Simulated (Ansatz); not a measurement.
W2NS2, M2XT2 MXene (mixed sites)-type layer, relaxed and computed with two functionals in Ansatz (plane waves, PAW).

| functional | a (Å) | thickness (Å) |
|---|---|---|
| PBE | ? | ? |
| r²SCAN+D4 | 3.005 | 6.09 |

### Question
Complete the blanks.

### Answer

- PBE, a (Å): 3.024
- PBE, thickness (Å): 6.13

Began spin-polarised and lost the moments: W2NS2, M2XT2 MXene (mixed sites)-type layer with PBE; W2NS2, M2XT2 MXene (mixed sites)-type layer with r²SCAN+D4. Unstable at this level: W2NS2, M2XT2 MXene (mixed sites)-type layer with PBE. All cells were relaxed under the symmetry of their starts (and spin orders); stability against distortions was not tested throughout. Scalar-relativistic: spin–orbit coupling is off unless named, which matters more the heavier the elements. Constructed layers (a layer type filled with these elements): W2NS2, M2XT2 MXene (mixed sites)-type layer; W2NS2, M2XT2 MXene (mixed sites)-type layer.

Potentials: the later of the program's two PAW sets.

Ansatz (a quantum-chemistry and plane-wave program) is a plane-wave DFT program.
